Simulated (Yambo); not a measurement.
AgI (wurtzite, space group P6_3mc, No. 186), G0W0@LDA (Yambo, plasmon pole, terminator in G, 3×3×2 mesh): gap Γ → Γ in eV by bands and screening block.

```tsv
bands (W and G)	2 Ry	3 Ry	4 Ry	6 Ry	7 Ry
52	[?]	2.59	2.58	2.58	2.58
78	2.50	2.44	2.44	2.47	2.47
115	2.40	2.34	2.34	[?]	[?]
159	2.36	2.29	2.30	2.34	2.36
204	2.35	2.28	2.29	2.34	2.35
```

Q: Estimate the withheld gaps from their neighbours; the computed values follow.

A: 
- 52, 2 Ry: 2.66
- 115, 6 Ry: 2.38
- 115, 7 Ry: 2.39

The largest settings aren't shown to be the converged limit.

Spin-orbit coupling is not included.

Geometry relaxed with LDA; primitive cell a = 4.482 Å, b = 4.482 Å, c = 7.334 Å, α = 90.00°, β = 90.00°, γ = 120.00°.
